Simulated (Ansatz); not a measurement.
Input and command of a plane-wave DFT calculation in Ansatz:

```yaml
crystal:
  lattice:
    - [-1.5672338851, 1.5672338851, 1.5672338851]
    - [1.5672338851, -1.5672338851, 1.5672338851]
    - [1.5672338851, 1.5672338851, -1.5672338851]
  atoms:
    - { symbol: Ag, position: [0.0, 0.0, 0.0] }
basis:
  ecutwfc: 420
kpoints:
  mp_grid: { grid: [20, 20, 20] }
hamiltonian:
  xc: lda
scf:
  occupations: { method: fermi_dirac, width: 0.15 }
output:
  forces: true
  stress: true
  eigenvalues: true
relax:
  adjacent_minimum: "off"
  f_tol: 0.001
  max_steps: 60
  cell: { stress_tol: 0.02, p_target: 18.0 }
```

```bash
ansatz run input.yaml --threads 1 --pin off --max-ram 3072MiB --backend cpu --events-out ev --progress --plain --runs-dir out
```

Processor: Intel(R) Xeon(R) Platinum 8259CL CPU @ 2.50GHz (Skylake/Cascade Lake), 1 thread, on a host shared with other jobs.

Question: Estimate time, memory and problem size.

Answer: About 17 s on 1 thread of Intel(R) Xeon(R) Platinum 8259CL CPU @ 2.50GHz (Skylake/Cascade Lake) (shared host), peak memory 0.4 GiB. It solves 14 bands at 256 k points (the mesh reduced by the symmetry that the task leaves, which can be less than the crystal's) with about 321 plane waves (on the last cell), in 29 SCF iterations over 5 ionic steps.
